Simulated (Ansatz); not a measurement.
Sr2SnO4 in space group I4/mmm (No. 139; Sr on 4e, Sn on 2a, O on 4e, O on 4c), the program Ansatz at the LDA level (PAW), all energies at zero smearing, with the estimated change up to a 700 eV cutoff added, with one set of potentials and settings (totals compare only within such a set). Cell of 7 atoms (2 Sr, 1 Sn, 4 O): -14996.701 eV.

| element | reference phase | E (eV/atom) |
|---|---|---|
| Sr | Fm-3m, 1 atoms in the cell | -3444.3169 |
| Sn | I4_1/amd, 2 atoms in the cell | -5879.5359 |
| O | C2/m, 4 atoms in the cell, spin-polarised | -552.6518 |

Formation energy per atom, worked out: (-14996.701 − 2×(-3444.3169) − 1×(-5879.5359) − 4×(-552.6518))/7 = -2.561 eV/atom (-247 kJ per mol of atoms), at 0 K, without zero-point energy or fitted corrections.

The first step of the workflow began from a Materials Project structure, measured or hypothetical; the Crystallography Open Database files this formula in space group No. 139, but the cells were not matched. Its standing as an ambient phase is unchecked. Symmetry was held in the LDA relaxation; of distortions, only those at the zone centre were tested. The references are the lowest solids computed at this level, not always the standard phases (solids in place of the gases). Scalar-relativistic: spin–orbit coupling is off unless named, which matters more the heavier the elements.

Potentials: the later of the program's two PAW sets.
